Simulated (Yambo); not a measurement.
Yambo run on NaCoO2 (space group R-3m, No. 166). The wavefunctions are PBEsol (pw.x of Quantum ESPRESSO, ONCV potentials, scalar-relativistic) ones on a 6×6×6 mesh (19 occupied bands); a = 5.3807 Å, b = 5.3807 Å, c = 5.3807 Å, α = 31.14°, β = 31.14°, γ = 31.14°.

Yambo input:

```
rim_cut
HF_and_locXC
RandQpts= 1000000
RandGvec= 1 Ry
EXXRLvcs= 96 Ry
VXCRLvcs= 384 Ry
% QPkrange
 1 | 1 | 19 | 20 |
 4 | 4 | 19 | 20 |
 13 | 13 | 19 | 20 |
 16 | 16 | 19 | 20 |
 28 | 28 | 19 | 20 |
 32 | 32 | 19 | 20 |
%
```

k points by index: 1 = Γ, 4 = L, 13 = F, 16 = (0.167, 0.167, -0.5), 28 = (0.333, 0.333, -0.5), 32 = Z.

Table of the .hf output:

```
#    K-point    Band    Eo [eV]    Ehf [eV]    Vxc [eV]    Vnlxc [eV]
#
    1    19    -0.174582    -7.544052    -27.84076    -35.21023
    1    20    1.893746    7.681848    -27.40367    -21.61557
    4    19    -0.410866    -8.215720    -28.93577    -36.74063
    4    20    1.300475    7.338028    -27.96193    -21.92437
    13    19    -0.421824    -8.290600    -29.08590    -36.95468
    13    20    1.424008    7.669906    -28.06763    -21.82173
    16    19    -0.231325    -7.651389    -28.78193    -36.20199
    16    20    0.858503    6.790354    -27.01539    -21.08353
    28    19    0.000000    -7.053914    -27.97835    -35.03226
    28    20    1.119510    6.771000    -26.40624    -20.75475
    32    19    -0.070454    -7.223457    -27.56041    -34.71341
    32    20    1.938459    7.725505    -27.48796    -21.70091
```
Exchange alone, without screening.

Geometry relaxed with PBEsol.

The structure is a Materials Project entry; no match was found in the copy of COD used, and its stability was not checked.

The runs are not spin-polarised; magnetic order was not tried.
